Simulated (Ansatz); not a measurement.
Total density of states per atom from PBEsol (plane waves, PAW; program Ansatz), in 0.25 eV bins, energy from the Fermi level:

```
E (eV) | states/eV/atom
    -7.85 | ########### 0.32
    -7.60 | ############### 0.44
    -7.35 | ################# 0.49
    -7.10 | ############### 0.42
    -6.85 | ############ 0.35
    -6.60 | ########### 0.31
    -6.35 | ######### 0.27
    -6.10 | ######## 0.24
    -5.85 | ####### 0.20
    -5.60 | ##### 0.16
    -5.35 | #### 0.13
    -5.10 | ##### 0.13
    -4.85 | ###### 0.17
    -4.60 | ######### 0.26
    -4.35 | ######### 0.24
    -4.10 | ####### 0.21
    -3.85 | ######## 0.22
    -3.60 | ######## 0.24
    -3.35 | ######### 0.27
    -3.10 | ########### 0.31
    -2.85 | ########## 0.28
    -2.60 | ######### 0.25
    -2.35 | ######## 0.24
    -2.10 | ####### 0.20
    -1.85 | ###### 0.17
    -1.60 | ####### 0.20
    -1.35 | ############### 0.43
    -1.10 | ############### 0.44
    -0.85 | ############### 0.43
    -0.60 | ############## 0.39
    -0.35 | ########## 0.28
    -0.10 | ########### 0.31
     0.15 | ####################### 0.67
     0.40 | ######################### 0.70
     0.65 | ################### 0.53
     0.90 | ################### 0.54
     1.15 | ################## 0.52
     1.40 | ##################### 0.59
     1.65 | ######################### 0.72
     1.90 | ####################### 0.65
     2.15 | ############################ 0.81
     2.40 | ######################## 0.68
     2.65 | ############### 0.42
     2.90 | ################### 0.55
     3.15 | ###################### 0.63
     3.40 | ########################## 0.76
     3.65 | ########################## 0.74
     3.90 | ############################## 0.86
     4.15 | ################## 0.51
     4.40 | ############## 0.40
     4.65 | ########## 0.30
```

### Question
Pick the material that matches.
(A) SnO2, rutile
(B) C, I4_1/amd (C on 8e)
(C) TiC2, P-3m1 (Ti on 1a, C on 2d)
(D) Ti, P6/mmm (Ti on 1a, Ti on 2d)

### Answer
C, TiC2, P-3m1 (Ti on 1a, C on 2d). Within 0.5 eV of the Fermi level: Ti 3d 85 %, C 2p 7 %. Projections are on Löwdin-orthogonalised atomic valence shells; empty p or d shells of many metals are not among them.

The start of the workflow was typed in or built on a structure type; neither database checked (COD, Materials Project) lists it. Its standing as an ambient phase is unchecked. The PBEsol relaxation kept the symmetry of its start; its stability against distortions is not shown here. The run is not spin-polarised. Its formation energy is positive at this level, so the cell may be metastable or incomplete.

Potentials: the earlier of the program's two PAW sets. The files were generated under PBE; for other functionals the program regenerates the frozen cores, and for LDA and PBEsol the local potential too.
